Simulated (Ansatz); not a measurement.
Here is the system:

C:
```yaml
crystal:
  lattice:
    - [1.25381, 0.72389, 6.22475]
    - [-1.25381, 0.72389, 6.22475]
    - [0.00000, -1.44777, 6.22475]
  atoms:
    - { symbol: C, position: [0.73564, 0.73564, 0.73564] }
    - { symbol: C, position: [0.81936, 0.81936, 0.81936] }
    - { symbol: C, position: [0.18064, 0.18064, 0.18064] }
    - { symbol: C, position: [0.26436, 0.26436, 0.26436] }
    - { symbol: C, position: [0.95880, 0.95880, 0.95880] }
    - { symbol: C, position: [0.04120, 0.04120, 0.04120] }
```

This is the r²SCAN-relaxed structure. Tensor components refer to the Cartesian frame of this cell.

All from DFT-r²SCAN in the program Ansatz with PAW potentials, unless another level is named. Give the hole effective mass, band 1 of 2 at the edge.

0.62 along x, 0.65 along z (mₑ).

Next, the smallest direct gap on the standard path?

5.46 eV.

Give the band gap.

4.71 eV (indirect).

Space group R-3m. The start of the workflow was typed in or built on a structure type; the Crystallography Open Database files this formula in space group No. 166, but the cells were not matched. It is not the phase usual at ambient conditions (space group No. 194, 227). Symmetry was held in the r²SCAN relaxation; its stability against distortions is not shown here.

Potentials: the earlier of the program's two PAW sets.
